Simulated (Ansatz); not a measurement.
Te$_{2}$W (fluorite or antifluorite type, Fm-3m) under volume change, DFT-PBE in the program Ansatz with PAW potentials, scaled uniformly.

```json
[
 {"V (Å³/atom)": "22.379", "E − E(relaxed) (meV/atom)": "73.3", "P (GPa)": "11.54"},
 {"V (Å³/atom)": "23.117", "E − E(relaxed) (meV/atom)": "30.8", "P (GPa)": "7.06"},
 {"V (Å³/atom)": "23.855", "E − E(relaxed) (meV/atom)": "7.3", "P (GPa)": "3.24"},
 {"V (Å³/atom)": "24.593", "E − E(relaxed) (meV/atom)": "0.0", "P (GPa)": "-0.01"},
 {"V (Å³/atom)": "25.330", "E − E(relaxed) (meV/atom)": "6.6", "P (GPa)": "-2.78"},
 {"V (Å³/atom)": "26.068", "E − E(relaxed) (meV/atom)": "24.9", "P (GPa)": "-5.11"},
 {"V (Å³/atom)": "26.806", "E − E(relaxed) (meV/atom)": "53.0", "P (GPa)": "-7.05"}
]
```

Task: What does a third-order Birch–Murnaghan fit give for V₀, B₀ and B′?

Result: V₀ = 24.59 Å³/atom, B₀ = 99.3 GPa, B′ = 4.5.

A made-up cell: these elements were put on the sites of a structure type; neither database checked (COD, Materials Project) lists it. COD files the formula under space group No. 31, so this cell is another polymorph or a model. Its standing as an ambient phase is unchecked. The cell was relaxed with PBE under the symmetry of its start; whether a distortion lowers the energy is not shown. The run is not spin-polarised. Spin–orbit coupling is left out wherever it is not named.

Potentials: the later of the program's two PAW sets.
